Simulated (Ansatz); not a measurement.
input.yaml

```yaml
crystal:
  lattice:
    - [3.170173017, 0.0, 0.0]
    - [-1.5850865085, 2.7454503671, 0.0]
    - [0.0, 0.0, 13.6952021]
  atoms:
    - { symbol: Ti, position: [0.33333333, 0.66666667, 0.08134366] }
    - { symbol: Ti, position: [0.33333333, 0.66666667, 0.41865634] }
    - { symbol: Ti, position: [0.66666667, 0.33333333, 0.58134366] }
    - { symbol: Ti, position: [0.66666667, 0.33333333, 0.91865634] }
    - { symbol: Sn, position: [0.33333333, 0.66666667, 0.75] }
    - { symbol: Sn, position: [0.66666667, 0.33333333, 0.25] }
    - { symbol: C, position: [0.0, 0.0, 0.0] }
    - { symbol: C, position: [0.0, 0.0, 0.5] }
basis:
  ecutwfc: 420
kpoints:
  mp_grid: { grid: [12, 12, 4] }
hamiltonian:
  xc: pbesol
scf:
  occupations: { method: gaussian, width: 0.1 }
output:
  forces: true
  stress: true
  eigenvalues: true
  populations: true
```

Launched with
```bash
ansatz run input.yaml --threads 2 --pin off --max-ram 5120MiB --backend cpu --events-out ev --progress --plain --runs-dir out
```

Theory: DFT PBEsol, scalar-relativistic, plane waves, PAW (Ansatz).

From the run's log, abridged (iterations and final results):

```
SCF iter   1: F=—  HF=-22295.029949 eV  |F-HF|=—  |Δ(HF+E_count)|=         —  Δρ=5.57e-3  dr2=2.90e-2  ethr=1.77e-3  ⟨swp⟩=6.4  Hψ=11842  notcnv=0
SCF iter   2: F=—  HF=-22295.022344 eV  |F-HF|=—  |Δ(HF+E_count)|=   7.60e-3  Δρ=2.67e-3  dr2=6.90e-3  ethr=3.46e-5  ⟨swp⟩=2.0  Hψ=4037  notcnv=0
SCF iter   3: F=—  HF=-22295.020531 eV  |F-HF|=—  |Δ(HF+E_count)|=   1.81e-3  Δρ=5.16e-4  dr2=9.30e-4  ethr=8.21e-6  ⟨swp⟩=2.0  Hψ=3634  notcnv=0
SCF iter   4: F=—  HF=-22295.020399 eV  |F-HF|=—  |Δ(HF+E_count)|=   1.32e-4  Δρ=1.71e-4  dr2=1.14e-4  ethr=1.11e-6  ⟨swp⟩=1.8  Hψ=3034  notcnv=0
SCF iter   5: F=—  HF=-22295.020375 eV  |F-HF|=—  |Δ(HF+E_count)|=   2.42e-5  Δρ=7.00e-5  dr2=1.01e-5  ethr=1.36e-7  ⟨swp⟩=2.6  Hψ=4667  notcnv=0
SCF iter   6: F=—  HF=-22295.020348 eV  |F-HF|=—  |Δ(HF+E_count)|=   2.68e-5  Δρ=1.95e-5  dr2=6.66e-7  ethr=1.20e-8  ⟨swp⟩=2.0  Hψ=3641  notcnv=0
SCF iter   7: F=-22295.020348 eV  HF=-22295.020348 eV  |F-HF|=1.80e-8  |Δ(HF+E_count)|=   9.84e-8  Δρ=4.96e-6  dr2=3.50e-8  ethr=1.19e-10  ⟨swp⟩=10.1  Hψ=11603  notcnv=0
SCF 1 converged in 7 iterations: F = -22295.020348 eV  dr2 = 3.50e-8
SCF converged after 7 iterations
Free energy (F): -22295.020348 eV
Harris-Foulkes:  -22295.020348 eV  (|F-HF|=1.80e-8)
Internal energy: -22294.998961 eV  (E = F + TS)
E sigma→0 (E₀):  -22295.009654 eV
Entropy (-TS):   -0.021388 eV (-2.673 meV/atom)
Fermi energy:    14.238213 eV
--- Per-component energies (eV) ---
  E_band       = -617.774121
  E_kinetic    = 1647.053352
  E_local      = -4673.702156  (includes V_loc(G=0)·N_el)
  E_nonlocal   = 25.967635
  E_hartree    = 2297.808619
  E_xc         = -1246.753355
  E_vxc        = -806.937130  (∫ρ·V_xc dr)
  E_paw        = -12411.124316  (= ΣΔE_a)
  E_vpaw       = -1405.776633  (= ΣTr[D̂ρ^β])
  E_aug_tail   = 0.000476  (compensation charges beyond the density's cutoff)
  E_ewald      = -7935.418634
  E_core_change = 1.169418  (= ΣΔE_core)
  E_smearing   = -0.021388  (= −TS)
--- Forces (eV/Å), atoms counted from 1 ---
  atom   1  Ti     0.00000000     0.00000000    -0.24916202
  atom   2  Ti     0.00000000     0.00000000     0.24916202
  atom   3  Ti     0.00000000     0.00000000    -0.24916202
  atom   4  Ti     0.00000000     0.00000000     0.24916202
  atom   5  Sn     0.00000000     0.00000000     0.00000000
  atom   6  Sn     0.00000000     0.00000000     0.00000000
  atom   7  C      0.00000000     0.00000000     0.00000000
  atom   8  C      0.00000000     0.00000000     0.00000000
--- Stress (GPa, compression-positive) ---
       -4.245390       0.000000       0.000000
        0.000000      -4.245390       0.000000
        0.000000       0.000000      -3.472969
  P = ⅓ Tr σ = -3.9879 GPa (-39.879 kbar)
--- Band table (eV; the first three rows and the last of 57) ---
  k-point 0: bands = ["-42.4997", "-42.4996", "-42.4259", "-42.4258", "-19.1296", "-19.1263", "-18.7644", "-18.7608", "-18.7172", "-18.7172", "-18.7172", "-18.7172", "-18.6563", "-18.6563", "-18.6563", "-18.6563", "-7.2586", "-7.2586", "-7.2586", "-7.2586", "-7.1589", "-7.1586", "-7.0215", "-7.0215", "-7.0215", "-7.0215", "2.4609", "2.9375", "3.3478", "4.1086", "8.2608", "9.4761", "10.4826", "11.4128", "11.4128", "11.4370", "11.4370", "11.7433", "14.5614", "14.5614", "14.5713", "14.5713", "14.5716", "14.7505", "15.4436", "15.4436", "15.5830", "15.5830", "16.3933", "16.3933", "16.4116"]
  k-point 1: bands = ["-42.4997", "-42.4996", "-42.4259", "-42.4258", "-19.1292", "-19.1268", "-18.7639", "-18.7613", "-18.7172", "-18.7172", "-18.7172", "-18.7172", "-18.6563", "-18.6563", "-18.6563", "-18.6563", "-7.2586", "-7.2586", "-7.2586", "-7.2586", "-7.1589", "-7.1587", "-7.0215", "-7.0215", "-7.0215", "-7.0215", "2.5030", "2.8058", "3.5169", "4.0198", "8.3927", "9.1951", "10.7694", "11.4163", "11.4163", "11.4336", "11.4336", "11.6036", "14.5629", "14.5629", "14.5699", "14.5699", "14.6033", "14.7288", "15.4632", "15.4632", "15.5616", "15.5616", "16.3962", "16.3962", "16.4091"]
  k-point 2: bands = ["-42.4996", "-42.4996", "-42.4259", "-42.4259", "-19.1280", "-19.1280", "-18.7626", "-18.7626", "-18.7172", "-18.7172", "-18.7172", "-18.7172", "-18.6563", "-18.6563", "-18.6563", "-18.6563", "-7.2586", "-7.2586", "-7.2586", "-7.2586", "-7.1588", "-7.1588", "-7.0215", "-7.0215", "-7.0215", "-7.0215", "2.6249", "2.6249", "3.7932", "3.7932", "8.7426", "8.7426", "11.2366", "11.2366", "11.4249", "11.4249", "11.4249", "11.4249", "14.5665", "14.5665", "14.5665", "14.5665", "14.6709", "14.6709", "15.5114", "15.5114", "15.5114", "15.5114", "16.4028", "16.4028", "16.4028"]
  k-point 56: bands = ["-42.4271", "-42.4271", "-42.4271", "-42.4271", "-19.0031", "-19.0031", "-19.0029", "-19.0029", "-18.9669", "-18.9669", "-18.7972", "-18.7972", "-18.7528", "-18.7528", "-18.7525", "-18.7525", "-7.1523", "-7.1523", "-7.1449", "-7.1449", "-7.1184", "-7.1184", "-7.1162", "-7.1162", "-6.9841", "-6.9841", "4.3799", "4.3799", "8.6729", "8.6729", "10.0650", "10.0650", "10.2922", "10.2922", "10.6925", "10.6925", "11.3881", "11.3881", "11.7398", "11.7398", "12.3725", "12.3725", "14.1653", "14.1653", "14.9152", "14.9152", "16.0072", "16.0072", "16.0328", "16.0328", "16.3376"]
--- Löwdin populations: 8 sites ---
  site symbol q [e]
     0     Ti     11.3451
     1     Ti     11.3451
     2     Ti     11.3451
     3     Ti     11.3451
     4     Sn     14.3144
     5     Sn     14.3144
     6      C      4.8101
     7      C      4.8101
  spilling = 0.004409 (of n_electrons = 84.000000)
```

The calculation finished and met its thresholds.

The run took 12 s on 2 threads of Arm Neoverse V2 (shared host), peak memory 0.58 GiB.